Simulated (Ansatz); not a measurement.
# What a change of settings does: Ti (sc type)

First run: DFT, LDA, PAW with Ansatz's default frozen-core files, scalar-relativistic (Ansatz 0.2.0).

Command: `ansatz run input.yaml --threads 1 --pin off --max-ram 2048MiB --backend cpu --events-out ev --progress --plain --runs-dir out` It took 2.2 s on 1 thread of Arm Neoverse V1, with other jobs on the host, peak memory 0.27 GiB.

```yaml
crystal:
  lattice:
    - [2.4156108659, 0.0, 0.0]
    - [0.0, 2.4156108659, 0.0]
    - [0.0, 0.0, 2.4156108659]
  atoms:
    - { symbol: Ti, position: [0.0, 0.0, 0.0] }
kpoints:
  mp_grid: { grid: [15, 15, 15] }
scf:
  occupations: { method: fermi_dirac, width: 0.05 }
hamiltonian:
  xc: lda
  pseudopotentials: { kind: paw }
output:
  forces: true
  stress: true
  eigenvalues: true
  populations: true
  write_density: true
  write_potential: true
  elf: true
  volumetric_format: npy
```

The cell comes from a relaxation on PAW files under the same functional, begun from a prototype that needn't be the stable phase.

This run: volume at 0.85 of the series' base cell.

It converges in 6 SCF iterations at a pressure of 19.92 GPa, cutoff 420 eV.

The input is then changed:

```diff
   occupations: { method: fermi_dirac, width: 0.05 }
+  convergence: { dr2_threshold: 1.0e-09 }
 hamiltonian:
   populations: true
-  write_density: true
-  write_potential: true
-  elf: true
-  volumetric_format: npy
```

Task: What does the second run give?

Result: It converges in 7 SCF iterations at a pressure of 19.92 GPa, cutoff 420 eV, free energy 0.0 meV/atom against the first run's.
